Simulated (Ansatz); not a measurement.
Structure from Materials Project entry mp-1062676 (possibly hypothetical), not relaxed further.

K2Pt: DFT, r2SCAN, all-electron PAW with datasets made for the crystal, scalar-relativistic (Ansatz 0.2.0).

Command: `ansatz run input.yaml --threads 1 --pin off --max-ram 4096MiB --backend cpu --events-out ev --progress --plain --runs-dir out` The run took 24 s on 1 thread of Arm Neoverse V2 (shared host), peak memory 0.66 GiB.

```yaml
crystal:
  lattice:
    - [0.0, 3.78146314, 3.78146314]
    - [3.78146314, 0.0, 3.78146314]
    - [3.78146314, 3.78146314, 0.0]
  atoms:
    - { symbol: K, position: [0.75, 0.75, 0.75] }
    - { symbol: K, position: [0.25, 0.25, 0.25] }
    - { symbol: Pt, position: [0.0, 0.0, 0.0] }
kpoints:
  mp_grid: { grid: [7, 7, 7] }
  band_path:
    path:
      - [0.0, 0.0, 0.0]
      - [0.5, 0.0, 0.5]
      - [0.625, 0.25, 0.625]
      - [0.375, 0.375, 0.75]
      - [0.0, 0.0, 0.0]
      - [0.5, 0.5, 0.5]
      - [0.5, 0.25, 0.75]
      - [0.5, 0.0, 0.5]
    npoints: 8
scf:
  occupations: { method: fermi_dirac, width: 0.03 }
hamiltonian:
  xc: r2scan
  pseudopotentials: { kind: all_electron, datasets: crystal }
output:
  forces: true
  stress: true
  eigenvalues: true
  efg: { contact_densities: true }
```

Output:

```
hamiltonian.pseudopotentials.datasets: crystal makes datasets for this crystal and solves the spheres of its atoms anew in each pass: cutoff 240.0 eV, the density's 1680.0 eV; for an error of 0.50 meV an atom under PBE, 1.5 meV for the cell; an energy difference from a run of another recipe may be off by several times the error for the cell, under r2SCAN by more, where some 0.1 meV an atom stays at smaller errors; K in spheres of 1.376 Å, 9 of its electrons in bands; Pt in spheres of 1.376 Å, 18 of its electrons in bands
Pt: output.efg is read without spin–orbit coupling, which moves field gradients at and beside such atoms by some per cent and up to a factor of two; PAW files take it under magnetization.noncollinear and magnetization.spin_orbit
Engine: ansatz 0.2.0
Pseudopotentials: kind: all_electron
Pseudopotential: K, paw, valence charge 9, recommended cutoff 240 eV (normal), Koelling and Harmon's equation, gaussian nucleus
Pseudopotential: Pt, paw, valence charge 18, recommended cutoff 240 eV (normal), Koelling and Harmon's equation, gaussian nucleus
Functional definition: r2SCAN
  parameter k0 = 0.174
  parameter k1 = 0.065
  parameter a1 = 4.9479
  exchange = r2scan_x(k0 = k0, k1 = k1, a1 = a1)
  correlation = r2scan_c
Crystal: 3 atoms, lattice volume = 108.146 Å³
Basis set: ecut = 240 eV, 941 PW (Γ), exchange–correlation on 108×108×108 points (27 copies of the dense FFT grid, shifted against one another)
Bands: 22, of which v1, the nominal top of the filled ones, is band 18 counted from 1 (17 counted from 0)
Symmetry: 48 space group operations
Space group: Fm-3m (ITA 225), of the structure as read, at distance tolerance 4.8e-5 Å
k-points: 20 of 343
Non-local potential: K, projectors of the file, l = 0: 2, l = 1: 2, l = 2: 2
Non-local potential: Pt, projectors of the file, l = 0: 3, l = 1: 2, l = 2: 2
PAW form: soft (Blöchl's): semilocal exchange-correlation on the pseudo side does not see the compensation charge
PAW one-centre angular grid: K, 302 points (default); XC on its mesh's 1971 points in the sphere
PAW one-centre angular grid: Pt, 590 points (default); XC on its mesh's 1817 points in the sphere
Initial density: superposition of atomic densities (neutral atoms: chi_scale 0, normalization atom)
Initial wavefunctions: pseudopotential atomic-orbital guess
Functional: x = r2scan, c = r2scan; τ floored in thin density (d = 2e-4 eV/Å³)
iter 1 solved again at ethr=1.02e-2 eV; its pass at ethr=1.00e-1 eV (dr2=3.68e0 eV) is discarded
SCF iter   1: F=—  HF=-533795.449386 eV  |F-HF|=—  |Δ(HF+E_count)|=         —  Δρ=3.15e-2  dr2=3.65e0  dr2_τ=1.43e-2  ethr=1.02e-2  ⟨swp⟩=3.1  Hψ=2221  notcnv=0
preconditioner: auto → none  [insulator: Δε(μ)=2.891 eV  Ē_g=11.176 eV  σ=0.030 eV  W_gap=1.00  n_scr=14 (ndim 8)  ℏωp=17.5 eV  f_vac=0.005  D(μ)=0.00/eV (n_scr^D=0)  ε∞_Penn≈3.5]
SCF iter   2: F=—  HF=-533795.207929 eV  |F-HF|=—  |Δ(HF+E_count)|=   2.41e-1  Δρ=5.48e-2  dr2=4.61e0  dr2_τ=3.78e-2  ethr=1.01e-2  ⟨swp⟩=4.0  Hψ=1168  notcnv=0
SCF iter   3: F=—  HF=-533796.170919 eV  |F-HF|=—  |Δ(HF+E_count)|=   9.63e-1  Δρ=5.71e-2  dr2=6.34e0  dr2_τ=4.56e-2  ethr=1.01e-2  ⟨swp⟩=4.0  Hψ=1236  notcnv=0
SCF iter   4: F=—  HF=-533794.814042 eV  |F-HF|=—  |Δ(HF+E_count)|=    1.36e0  Δρ=2.30e-2  dr2=9.98e-1  dr2_τ=7.27e-3  ethr=1.01e-2  ⟨swp⟩=3.0  Hψ=1038  notcnv=0
iter 5 solved again at ethr=3.82e-5 eV; its pass at ethr=2.77e-3 eV (dr2=1.37e-2 eV) is discarded
SCF iter   5: F=—  HF=-533794.630453 eV  |F-HF|=—  |Δ(HF+E_count)|=   1.84e-1  Δρ=2.65e-3  dr2=1.47e-2  dr2_τ=1.19e-4  ethr=3.82e-5  ⟨swp⟩=3.4  Hψ=2150  notcnv=0  defer=1
SCF iter   6: F=—  HF=-533794.628995 eV  |F-HF|=—  |Δ(HF+E_count)|=   1.46e-3  Δρ=1.51e-3  dr2=4.86e-3  dr2_τ=2.34e-5  ethr=3.82e-5  ⟨swp⟩=2.1  Hψ=859  notcnv=0  defer=1
SCF iter   7: F=—  HF=-533794.628753 eV  |F-HF|=—  |Δ(HF+E_count)|=   2.41e-4  Δρ=3.83e-4  dr2=4.73e-4  dr2_τ=6.31e-6  ethr=1.35e-5  ⟨swp⟩=3.6  Hψ=1156  notcnv=0  defer=1
SCF iter   8: F=—  HF=-533794.628350 eV  |F-HF|=—  |Δ(HF+E_count)|=   4.03e-4  Δρ=1.07e-4  dr2=3.29e-5  dr2_τ=1.71e-7  ethr=1.31e-6  ⟨swp⟩=3.0  Hψ=900  notcnv=0
SCF iter   9: F=—  HF=-533794.628346 eV  |F-HF|=—  |Δ(HF+E_count)|=   3.88e-6  Δρ=3.96e-5  dr2=3.58e-6  dr2_τ=2.40e-8  ethr=9.14e-8  ⟨swp⟩=3.9  Hψ=938  notcnv=0
SCF iter  10: F=—  HF=-533794.628346 eV  |F-HF|=—  |Δ(HF+E_count)|=   5.65e-7  Δρ=9.42e-6  dr2=1.94e-7  dr2_τ=2.91e-10  ethr=9.95e-9  ⟨swp⟩=3.0  Hψ=903  notcnv=0
SCF iter  11: F=-533794.628346 eV  HF=-533794.628346 eV  |F-HF|=3.26e-9  |Δ(HF+E_count)|=   2.90e-8  Δρ=1.70e-6  dr2=4.66e-9  dr2_τ=4.68e-11  ethr=5.39e-10  ⟨swp⟩=3.7  Hψ=932  notcnv=0
SCF 1 converged in 11 iterations: F = -533794.628347 eV  dr2 = 4.66e-9
  Residual-converged pass: ⟨swp⟩=3.3  Hψ=983  notcnv=0  max |occ|·‖R‖ = 6.4e-6 eV (tolerance 6.5e-6 eV)  dr2=4.72e-9  dr2_τ=4.67e-11  dr2_onsite=4.36e-9  max |Δocc| = 2.5e-17
  greatest PAW one-centre occupation: 1.005 electrons in one spin orbital (limit 2), on the Pt atom at site 2 (counted from 0), in its partial waves of l = 0
NSCF: frozen V_eff on 57 k-points
SCF converged after 11 iterations
Free energy (F): -533794.628347 eV
Harris-Foulkes:  -533794.628347 eV  (|F-HF|=3.26e-9)
Internal energy: -533794.628347 eV  (E = F + TS)
E sigma→0 (E₀):  -533794.628347 eV
Past the cutoff: the bands carry plane waves up to 2.50 times it, of which those up to 1.5 times it add -0.000878 eV an atom, each by itself; the spheres take 0.001040 eV an atom off the energy for waves past 2.50 times it
Past the cutoffs: a stress includes 0.0019 GPa for waves and charges beyond them, in addition to the slope of what the spheres take
In the spheres:  the bands' charges fall short by 2.9e-6 e at most (sound up to 1e-3)
Fermi energy:    6.358280 eV
--- Per-component energies (eV) ---
  The terms above E_closure are by the made datasets' own strengths, without shells solved beside the bands.
--- Forces (eV/Å), atoms counted from 1 ---
  atom   1  K      0.00000000     0.00000000     0.00000000
  atom   2  K      0.00000000    -0.00000000    -0.00000000
  atom   3  Pt    -0.00000000     0.00000000     0.00000000
  max |Σ_I F_I| component: 9.25e-18 eV/Å
--- Stress (GPa, compression-positive) ---
       -0.098473       0.000000       0.000000
       -0.000000      -0.098473      -0.000000
        0.000000       0.000000      -0.098473
  P = ⅓ Tr σ = -0.0985 GPa (-0.985 kbar)
--- PAW observables at the nuclei: V_zz in 10²¹ V/m², potentials from the cell's mean, atoms counted from 1 ---
  atom   1  K  V_zz =    -0.000000   η = 0.0000   by run symmetry: forbidden
            electrostatic potential = -2064.394817 V   contact ρ = 34752.360986 e/Å³
  atom   2  K  V_zz =    -0.000000   η = 0.0000   by run symmetry: forbidden
            electrostatic potential = -2064.394817 V   contact ρ = 34752.360986 e/Å³
  atom   3  Pt V_zz =    -0.000000   η = 0.0000   by run symmetry: forbidden
            electrostatic potential = -16109.539037 V   contact ρ = 12052735.881901 e/Å³
--- Band table (eV; the first three rows and the last of 20) ---
  k-point 0: bands = ["-91.4977", "-45.1907", "-45.1907", "-45.1907", "-25.6328", "-25.5695", "-8.4533", "-8.4533", "-8.4533", "-8.2396", "-8.2396", "-8.2396", "3.2506", "5.2974", "5.2974", "5.4359", "5.4359", "5.4359", "9.2661", "9.2661"]
  k-point 1: bands = ["-91.4977", "-45.1907", "-45.1907", "-45.1907", "-25.6294", "-25.5726", "-8.4446", "-8.4434", "-8.4434", "-8.2573", "-8.2510", "-8.2510", "3.4227", "5.3059", "5.3059", "5.4118", "5.4334", "5.4334", "8.6607", "9.3822"]
  k-point 2: bands = ["-91.4977", "-45.1907", "-45.1907", "-45.1907", "-25.6203", "-25.5811", "-8.4217", "-8.4154", "-8.4154", "-8.2999", "-8.2825", "-8.2825", "3.8680", "5.3248", "5.3248", "5.3668", "5.4289", "5.4289", "7.7909", "9.6643"]
  k-point 19: bands = ["-91.4977", "-45.1907", "-45.1907", "-45.1907", "-25.6014", "-25.5989", "-8.5244", "-8.4945", "-8.3856", "-8.3222", "-8.2197", "-8.2000", "4.7982", "5.2222", "5.2744", "5.3136", "5.4222", "5.4387", "8.2244", "8.3233"]
```
